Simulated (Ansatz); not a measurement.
The relaxed structure here is a generated cell of Zr3Si: the first start was made by placing the elements on the sites of a structure type, and the end was not matched to a known phase here, so it may be hypothetical.

One stationary structure of Zr3Si. Space group Cc (No. 9). Method: r2SCAN (plane waves to 500 eV, PAW, scalar-relativistic; Ansatz, an electronic-structure program).

```xyz
8
Lattice="4.7811 -2.7074 0.0000 4.7811 2.7074 0.0000 -2.5082 0.0000 6.5736" Properties=species:S:1:pos:R:3 pbc="T T T"
Si     0.6172    -0.8593     3.0395
Si    -0.6369     0.8593     6.3263
Zr     3.0259    -0.0586     2.0983
Zr     5.7779    -0.6450     1.9634
Zr     4.2187     2.4735     0.6563
Zr     4.5238     0.6450     5.2502
Zr     1.7718     0.0586     5.3851
Zr     2.9646    -2.4735     3.9431
```

```json
{
  "volume_per_atom": "21.27 Å³",
  "band_gap": "zero (metallic)",
  "shortest_distances": "Si–Zr 2.66 Å; Zr–Zr 2.82 Å",
  "k-mesh": "10×10×7"
}
```

Band energies at high-symmetry points (eV from the Fermi level; labels of this space group; no spin-orbit coupling), from −5 eV up to 1.7 eV:

| point | energies |
|---|---|
| Γ | -4.04 -3.26 -2.92 -2.68 -2.59 -2.49 -1.91 -1.63 -1.62 -1.27 -1.11 -0.72 -0.44 -0.33 0.10 0.34 0.78 1.01 |
| C | -4.52 -3.96 -3.54 -3.05 -2.83 -2.05 -1.83 -1.50 -1.38 -1.06 -0.68 -0.40 -0.33 -0.13 0.28 0.35 0.83 1.01 1.40 |
| C2 | -4.52 -3.96 -3.54 -3.05 -2.83 -2.05 -1.83 -1.50 -1.38 -1.06 -0.68 -0.40 -0.33 -0.13 0.28 0.35 0.83 1.01 1.40 |
| Y2 | -4.74 -4.01 -3.70 -2.99 -2.29 -1.91 -1.80 -1.59 -1.37 -1.36 -1.09 -0.70 -0.28 -0.20 0.62 0.69 0.85 0.95 1.47 |
| M2 | -3.95 -3.95 -3.16 -3.16 -2.53 -2.53 -1.72 -1.72 -1.39 -1.39 -0.88 -0.88 -0.54 -0.54 0.22 0.22 0.69 0.69 |
| D | -4.01 -4.01 -3.53 -3.53 -2.04 -2.04 -1.62 -1.62 -1.22 -1.22 -0.77 -0.77 -0.36 -0.36 0.01 0.01 0.58 0.58 1.47 1.47 |
| D2 | -4.01 -4.01 -3.53 -3.53 -2.04 -2.04 -1.62 -1.62 -1.22 -1.22 -0.77 -0.77 -0.36 -0.36 0.01 0.01 0.58 0.58 1.47 1.47 |
| A | -3.75 -3.75 -2.58 -2.58 -2.38 -2.38 -2.11 -2.11 -1.27 -1.27 -0.69 -0.69 -0.44 -0.44 0.17 0.17 0.41 0.41 |

No spin polarisation in the result.

It was reached from a disturbed copy of a R-3c (No. 167) cell, against which it lies -0.23 eV/atom.
